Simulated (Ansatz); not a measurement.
Input and command of a calculation in Ansatz (plane waves; scalar-relativistic PAW potentials unless the input names others):

```yaml
crystal:
  lattice:
    - [-1.8428368865, 1.8428368865, 2.3636581617]
    - [1.8428368865, -1.8428368865, 2.3636581617]
    - [1.8428368865, 1.8428368865, -2.3636581617]
  atoms:
    - { symbol: H, position: [0.9215145897, 0.9215145897, 0.0] }
    - { symbol: H, position: [0.0784854103, 0.0784854103, 0.0] }
basis:
  ecutwfc: 500
kpoints:
  mp_grid: { grid: [10, 10, 10] }
hamiltonian:
  xc: r2scan
scf:
  occupations: { method: gaussian, width: 0.02 }
  max_iter: 2
output:
  forces: true
  eigenvalues: true
  stress: true
```

```bash
ansatz run input.yaml --threads 1 --pin off --max-ram 2560MiB --backend cpu --events-out ev --progress --plain --runs-dir out
```

Abridged log:
```
Basis set: ecut = 500 eV, 821 PW (Γ), exchange–correlation on 108×108×108 points (64 copies of the dense FFT grid, shifted against one another)
Bands: 5, of which v1, the nominal top of the filled ones, is band 1 counted from 1 (0 counted from 0)
Symmetry: 16 space group operations
k-points: 102 of 1000
SCF iter   1: F=—  HF=-31.940387 eV  |F-HF|=—  |Δ(HF+E_count)|=         —  Δρ=1.34e-3  dr2=3.79e-4  dr2_τ=1.27e-2  ethr=1.77e-3  ⟨swp⟩=3.0  Hψ=7668  notcnv=0
SCF iter   2: F=—  HF=-31.887701 eV  |F-HF|=—  |Δ(HF+E_count)|=   5.27e-2  Δρ=5.19e-4  dr2=4.34e-5  dr2_τ=8.17e-6  ethr=1.89e-5  ⟨swp⟩=2.5  Hψ=4406  notcnv=0
```

What should be changed?

The fault is too few SCF iterations (scf.max_iter: not typed → 2, the first being the value of the sound run). Setting it back cures it. The log, from which this was withheld above, says: «Error: did not converge after 2 iterations: delta_e = 5.27e-2 (threshold 1.00e-4), under the density mixer `msr1`, which `scf.mixing.algorithm: auto` chose by the deck's other keys (type `scf.mixing.algorithm: msr1` to keep it); raise `scf.max_iter`, which need not help a stalled SCF, or adjust the mixing (`scf.mixing`) or, under a smearing, its width (`scf.occupations.width` …» The run stopped without converging. A reference run on usual settings, whose relaxation ended at this geometry, converged, and the end of its own relaxation has pressure 0.00 GPa, largest force 0.007 eV/Å, gap on the mesh 10.34 eV.

It took 1.8 s on 1 thread of Arm Neoverse V1 (shared host), peak memory 0.24 GiB.